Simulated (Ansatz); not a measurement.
## Ta: energy along a strain

Ta, Fm-3m, a = 4.176 Å. This isn't the element's structure at ambient conditions. Ansatz: PBEsol, PAW, 420 eV, Γ-centred 24×24×24 mesh on 1 atom, Gaussian smearing 0.15 eV; no spin polarisation. Cell vectors (Å): 0.000 2.088 2.088; 2.088 0.000 2.088; 2.088 2.088 0.000. The cell is strained by x per cent times the pattern (1 1 0 0 0 0) in the order xx yy zz yz xz xy (engineering shears), with fractional coordinates held. y is the free energy over the start, V0 = 18.201 Å³/atom. Points with a strain past 8.5 % were computed too (2) and aren't used here.

```tsv
x (%)	y (meV/atom)
-7.50	254.86
-5.00	108.80
0.00	0.00
2.50	23.63
5.00	92.20
7.50	?
```

Question: Fit y = c1 x + c2 x² + c3 x³ to the other rows, get the stiffness along the pattern, and predict the missing energy.

Answer: Least squares on the rows shown. y = −0.0055266 x + 4.0217 x² − 0.067575 x³. The clamped-ion stiffness p·C·p = 2 × 40.22 eV × 160.2 / 18.201 Å³ = 708 GPa; c1 is there for the stress left in the start, which by itself gives a slope of -0.36 meV/atom per %. At x = 7.50 the fit asked for gives 197.67 meV/atom. The run gave 199.45 meV/atom, so the fit is 1.78 meV/atom too low, 0.7 % of the span of the series, against an rms of 0.26 meV/atom on the fitted rows. The row lies outside the fitted range. With a term in x⁴ added, a fit to the same known rows (none to spare) predicts 201.90 meV/atom, which misses by about as much or more on the other side: the known rows don't fix the higher terms.

Spin–orbit coupling is left out, which can shift energies with elements as heavy as these.